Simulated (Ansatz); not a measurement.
Hg, DFT, PBEsol, all-electron PAW with datasets made for the crystal, scalar-relativistic (Ansatz 0.2.0), run on 1 thread of Arm Neoverse V1 on a shared host.

The cell comes from COD entry 1538509, which wasn't checked; take it as a given geometry. The listed cell was then made from it by scaling, straining or moving an atom.

Command: `ansatz run input.yaml --threads 1 --pin off --max-ram 4096MiB --backend cpu --events-out ev --progress --plain --runs-dir out`

```yaml
crystal:
  lattice:
    - [4.6290442742, 0.0, 0.0]
    - [-2.3145221371, 4.0088699367, 0.0]
    - [0.0, 0.0, 3.9459016228]
  atoms:
    - { symbol: Hg, position: [0.3333333333, 0.6666666667, 0.5] }
    - { symbol: Hg, position: [0.0, 0.0, 0.0] }
    - { symbol: Hg, position: [0.6666666667, 0.3333333333, 0.5] }
kpoints:
  mp_grid: { grid: [8, 8, 9] }
scf:
  occupations: { method: fermi_dirac, width: 0.05 }
hamiltonian:
  xc: pbesol
  pseudopotentials: { kind: all_electron, datasets: crystal }
output:
  forces: true
  stress: true
  eigenvalues: true
  efg: { contact_densities: true }
```

Question: How large is the problem that the program sets up?

Answer: 50 irreducible k-points, 803 plane waves at Γ, 22 bands.

Question: About how long does it take, and how much memory does it use?

Answer: 15 s of wall time for 9 SCF iterations, with a peak of 0.53 GiB. Times on shared machines scatter by tens of per cent.

Question: And the same cell and mesh by PAW (frozen-core files), asked for forces, stress, eigenvalues, efg, write_density, write_potential, elf, on the same hardware?

Answer: 11 s, peak memory 0.43 GiB.
